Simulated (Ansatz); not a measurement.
Relaxation of a generated cell, PtSe2 built in the rutile structure type; 6 atoms in the cell, which starts as P4₂/mnm (No. 136), tP6; a = 6.246 Å, b = 6.246 Å, c = 4.022 Å, α = 90.00°, β = 90.00°, γ = 90.00°. These are r2SCAN (plane waves to 500 eV, PAW, scalar-relativistic; Ansatz, a program for electronic structure) values and carry that method's errors. Γ-centred k-mesh 4×4×6 on the run's cell (coarser than for final values), Fermi–Dirac smearing 0.05 eV. This is the first round of the run. 

The optimiser's lines from the output (shortened; P is positive under compression):

```
relax step   1: F+E_penalty+E_count = -46985.51722696 eV  Δ(F+E_penalty+E_count) = +0.000e0 eV  max|allowed force component| = 4.062e-1 eV/Å  Δτ_max = 0.0000 Å  P = -11.783 GPa  Ω = 156.918 Å³  (8 SCF iters, dr2 threshold 1.00e-7 eV, accepted)
relax step   2: F+E_penalty+E_count = -46986.54556728 eV  Δ(F+E_penalty+E_count) = -1.028e0 eV  max|allowed force component| = 1.086e-1 eV/Å  Δτ_max = 0.0433 Å  P = -1.772 GPa  Ω = 136.358 Å³  (8 SCF iters, dr2 threshold 6.00e-7 eV, accepted)
relax step   3: F+E_penalty+E_count = -46986.63811604 eV  Δ(F+E_penalty+E_count) = -9.255e-2 eV  max|allowed force component| = 2.133e-1 eV/Å  Δτ_max = 0.0200 Å  P = +0.273 GPa  Ω = 131.899 Å³  (7 SCF iters, dr2 threshold 6.00e-7 eV, accepted)
relax step   4: F+E_penalty+E_count = -46986.65431560 eV  Δ(F+E_penalty+E_count) = -1.620e-2 eV  max|allowed force component| = 3.972e-3 eV/Å  Δτ_max = 0.0267 Å  P = +0.355 GPa  Ω = 131.045 Å³  (6 SCF iters, dr2 threshold 6.00e-7 eV, accepted)
relax step   5: F+E_penalty+E_count = -46986.65484842 eV  Δ(F+E_penalty+E_count) = -5.328e-4 eV  max|allowed force component| = 9.913e-5 eV/Å  Δτ_max = 0.0004 Å  P = +0.009 GPa  Ω = 131.544 Å³  (6 SCF iters, dr2 threshold 3.62e-7 eV, accepted)
relax step   6: F+E_penalty+E_count = -46986.65485184 eV  Δ(F+E_penalty+E_count) = -3.412e-6 eV  max|allowed force component| = 6.162e-5 eV/Å  Δτ_max = 0.0001 Å  P = +0.001 GPa  Ω = 131.545 Å³  (4 SCF iters, dr2 threshold 2.58e-9 eV, accepted)
relax step   7: F+E_penalty+E_count = -46986.65274176 eV  Δ(F+E_penalty+E_count) = +2.110e-3 eV  max|allowed force component| = 2.480e-5 eV/Å  Δτ_max = 0.0000 Å  P = -0.007 GPa  Ω = 131.545 Å³  stress off target by 9.36e-3 GPa  SCF on the basis re-selected at this cell (its energy is not comparable with the rows above)  (7 SCF iters)
```

From the first to the last row the energy changes by -0.19 eV/atom and the volume by -16.2 %. The last row is marked as not comparable with the walk above it, whose basis was carried along; it does compare with step 1, since both stand on a basis selected at the nominal cutoff for their own cell.

Later rounds, restarted from the end of this one on a renewed k-mesh, logged 6 more steps and released under 0.01 eV/atom more. The final structure after all rounds: P4₂/mnm (No. 136), tP6, rutile type; a = b = 5.7370 Å, c = 3.9841 Å, α = β = γ = 90.00°. Between re-selections the logged energies stand on a plane-wave basis carried along with the cell. No spin polarisation in the result. A magnetic state may lie lower.

The run could not lose the symmetry of its start, so the end can be a saddle point.

The relaxed structure here is a generated cell of PtSe2: the first start was made by placing the elements on the sites of a structure type, and the end was not matched to a known phase here, so it may be hypothetical. Known forms of PtSe2 include space group No. 164.
